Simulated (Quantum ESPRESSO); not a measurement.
pw.x input (Quantum ESPRESSO 7.5; LDA, PseudoDojo standard norm-conserving files, scalar-relativistic):

```
&CONTROL
  calculation = 'scf'
  pseudo_dir = './pseudo'
  outdir = './out'
  tprnfor = .true.
  tstress = .true.
/
&SYSTEM
  ibrav = 0
  nat = 12
  ntyp = 4
  ecutwfc = 84.0
  ecutrho = 336.0
  occupations = 'smearing'
  smearing = 'fd'
  degauss = 0.002
  nbnd = 48
/
&ELECTRONS
  conv_thr = 1.2e-09
/
ATOMIC_SPECIES
O 15.9990 O.upf
S 32.0600 S.upf
K 39.0983 K.upf
Sc 44.9559 Sc.upf
CELL_PARAMETERS angstrom
  4.270505000000  -2.684490000000   0.000000000000
  4.270505000000   2.684490000000   0.000000000000
 -0.663724000000   0.000000000000   8.155827000000
ATOMIC_POSITIONS crystal
O   0.313530000000   0.313530000000   0.366200000000
O   0.686470000000   0.686470000000   0.633800000000
O   0.243490000000   0.695410000000   0.180340000000
O   0.756510000000   0.304590000000   0.819660000000
O   0.304590000000   0.756510000000   0.819660000000
O   0.695410000000   0.243490000000   0.180340000000
O   0.240150000000   0.240150000000   0.068900000000
O   0.759850000000   0.759850000000   0.931100000000
S   0.369470000000   0.369470000000   0.202480000000
S   0.630530000000   0.630530000000   0.797520000000
K   0.000000000000   0.000000000000   0.500000000000
Sc   0.000000000000   0.000000000000   0.000000000000
K_POINTS automatic
6 6 4 0 0 0
```

End of the output:

```

[...]
     the Fermi energy is     3.9283 ev
!    total energy              =    -465.49433838 Ry
     estimated scf accuracy    <          8.2E-10 Ry
     smearing contrib. (-TS)   =       0.00000000 Ry
     internal energy E=F+TS    =    -465.49433838 Ry
     The total energy is F=E-TS. E is the sum of the following terms:
     one-electron contribution =    -302.60985013 Ry
     hartree contribution      =     183.99047702 Ry
     xc contribution           =    -107.77680442 Ry
     ewald contribution        =    -239.09816084 Ry
     convergence has been achieved in  13 iterations
     Forces acting on atoms (cartesian axes, Ry/au):
     atom    1 type  1   force =     0.01285688    0.00000000   -0.03106148
     atom    2 type  1   force =    -0.01285688    0.00000000    0.03106148
     atom    3 type  1   force =    -0.01345325   -0.00856129   -0.00651730
     atom    4 type  1   force =     0.01345325    0.00856129    0.00651730
     atom    5 type  1   force =     0.01345325   -0.00856129    0.00651730
     atom    6 type  1   force =    -0.01345325    0.00856129   -0.00651730
     atom    7 type  1   force =    -0.00323855    0.00000000    0.01579437
     atom    8 type  1   force =     0.00323855    0.00000000   -0.01579437
     atom    9 type  2   force =    -0.00228770    0.00000000    0.00819467
     atom   10 type  2   force =     0.00228770    0.00000000   -0.00819467
     atom   11 type  3   force =     0.00000000    0.00000000    0.00000000
     atom   12 type  4   force =     0.00000000    0.00000000    0.00000000
     Total force =     0.064124     Total SCF correction =     0.000084
     Computing stress (Cartesian axis) and pressure
          total   stress  (Ry/bohr**3)                   (kbar)     P=      -64.96
  -0.00043638   0.00000000   0.00001864          -64.19        0.00        2.74
  -0.00000000  -0.00042950   0.00000000           -0.00      -63.18        0.00
   0.00001864   0.00000000  -0.00045884            2.74        0.00      -67.50
```
In a gapped system the printed Fermi energy is only some level inside the gap.

Geometry of the Materials Project entry, not relaxed at this level.
